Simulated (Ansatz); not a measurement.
NbSi$_{2}$:
```cif
data_Nb3Si6
_chemical_formula_sum 'Nb3 Si6'
_space_group_name_H-M_alt 'P6222'
_space_group_IT_number 180
_space_group_name_Hall 'P 62 2 (0 0 4)'
_cell_length_a 4.74338
_cell_length_b 4.74338
_cell_length_c 6.53771
_cell_angle_alpha 90.000
_cell_angle_beta 90.000
_cell_angle_gamma 120.000
loop_
_atom_site_label
_atom_site_type_symbol
_atom_site_symmetry_multiplicity
_atom_site_Wyckoff_symbol
_atom_site_fract_x
_atom_site_fract_y
_atom_site_fract_z
_atom_site_occupancy
Nb1 Nb 3 d 0.50000 0.00000 0.50000 1
Si1 Si 6 j 0.31937 0.15968 0.16667 1
```

Relaxed at zero pressure with LDA (plane waves, PAW; program Ansatz).

Q: The volume is lowered by 9 % and shape and atoms relax at that volume. What pressure results, and how do the axes share the change?

A: 22.1 GPa; a -3.3 %, b -3.3 %, c -2.6 %; the energy rises by 81 meV/atom.

Q: Give the new structure.

A: 
Space group P6₂22 (No. 180); a = 4.584 Å, b = 4.584 Å, c = 6.369 Å, α = 90.00°, β = 90.00°, γ = 120.00°

```
atom  site  symmetry       x       y       z
----  ----  --------  ------  ------  ------
Nb      3d       222  0.5000  0.0000  0.5000
Si      6j       ..2  0.3201  0.1600  0.1667
```

The phase is kept; no other phase was compared at this pressure.

Space group P6_222. The LDA relaxation kept the symmetry of its start. No spin polarisation was allowed.

Potentials: the later of the program's two PAW sets.
